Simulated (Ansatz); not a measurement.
Starting cell, LaGaO3 (space group R-3c):

```
LaGaO3
1.0
    2.73391     1.57843     4.38110
   -2.73391     1.57843     4.38110
    0.00000    -3.15685     4.38110
La Ga O
2 2 6
Cartesian
  0.00000   0.00000   3.28582
  0.00000   0.00000   9.85747
  0.00000   0.00000   0.00000
  0.00000   0.00000   6.57164
  1.53723   0.49429   5.47637
 -1.53723  -0.49429   7.66692
 -1.19669   1.08413   5.47637
  1.19669  -1.08413   7.66692
 -0.34054  -1.57843   5.47637
  0.34054   1.57843   7.66692
```

A phonon eigenvector at Γ is frozen into this cell: atom i moves by Q times the vector below, so Q is the largest atomic displacement, in Å. The cell is held.

| atom | x | y | z |
|---|---|---|---|
| La1 | 0.000 | 0.000 | 1.000 |
| La2 | 0.000 | 0.000 | -1.000 |
| O5 | -0.124 | -0.071 | -0.183 |
| O6 | 0.124 | 0.071 | 0.183 |
| O7 | 0.124 | -0.071 | -0.183 |
| O8 | -0.124 | 0.071 | 0.183 |
| O9 | 0.000 | 0.143 | -0.183 |
| O10 | 0.000 | -0.143 | 0.183 |

Atoms not listed stay in place.

The numbers are results of LDA (plane waves to 420 eV, PAW, scalar-relativistic; Ansatz, a quantum-chemistry and plane-wave program), not measurements. k mesh 8×8×8 (Γ-centred), Fermi-Dirac smearing 0.05 eV. E stands for the smeared free energy. LaGaO3 is run without spin polarisation. LaGaO3 was relaxed with its symmetry unable to fall. This is one of several known forms of LaGaO3; the measured ambient cells at hand have space group No. 62. The zero of ΔE is the undisplaced structure.

```json
[
 {"Q (Å)": "-0.180", "ΔE (eV/cell)": "0.2646"},
 {"Q (Å)": "-0.120", "ΔE (eV/cell)": "0.1129"},
 {"Q (Å)": "-0.060", "ΔE (eV/cell)": "0.0275"},
 {"Q (Å)": "0.000", "ΔE (eV/cell)": "0.0000"},
 {"Q (Å)": "0.060", "ΔE (eV/cell)": "0.0275"},
 {"Q (Å)": "0.120", "ΔE (eV/cell)": "0.1129"},
 {"Q (Å)": "0.180", "ΔE (eV/cell)": "0.2646"}
]
```

Question: Which DFPT wavenumber at Γ belongs to this mode?
(A) 425 cm⁻¹
(B) 572 cm⁻¹
(C) 617 cm⁻¹
(D) 121 cm⁻¹

Answer: D, 121 cm⁻¹. The curvature of the scan gives 121 cm⁻¹

(A displaced cell: forces are minus the slopes of the energy, force constants its curvatures, and phonons follow from these.)
